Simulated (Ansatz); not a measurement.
# Si2Ni: zone-centre modes

All numbers below come from DFT PBEsol, scalar-relativistic, plane waves, PAW (Ansatz). The runs took a 420 eV cutoff, a Γ-centred 12×12×14 mesh and Gaussian smearing (0.15 eV). No spin polarisation. A magnetic state may lie lower.

Zero of the scan (relaxed at this level):

```xyz
6
Lattice="0.0000 -2.6957 -2.6957 -2.6957 0.0000 -2.6957 2.6957 2.6957 -5.3914" Properties=species:S:1:pos:R:3 pbc="T T T"
Si    1.3479    1.3479   -4.0436
Si   -1.3479   -1.3479   -4.0436
Si    1.3479    1.3479   -6.7393
Si   -1.3479   -1.3479   -6.7393
Ni    0.0000    0.0000    0.0000
Ni    0.0000    0.0000   -5.3914
```

Harmonic modes by finite displacements of 0.02 Å, without the LO–TO term. The cell doubles the primitive one, so its zone centre also holds the primitive cell's point q = (0, 0, 1/2).

Task: At this geometry, is the structure stable against these modes?

Result: Yes: no mode is imaginary beyond 10 cm⁻¹, and only the three translations lie near zero.

Task: List the wavenumbers in cm⁻¹.

Result: 0, 0, 0, 102, 102, 265, 299, 299, 309, 309, 309, 328, 329, 329, 347, 347, 348, 390.

Cost: 1 run of about 33 core-minutes, on Arm Neoverse N1 (shared hosts).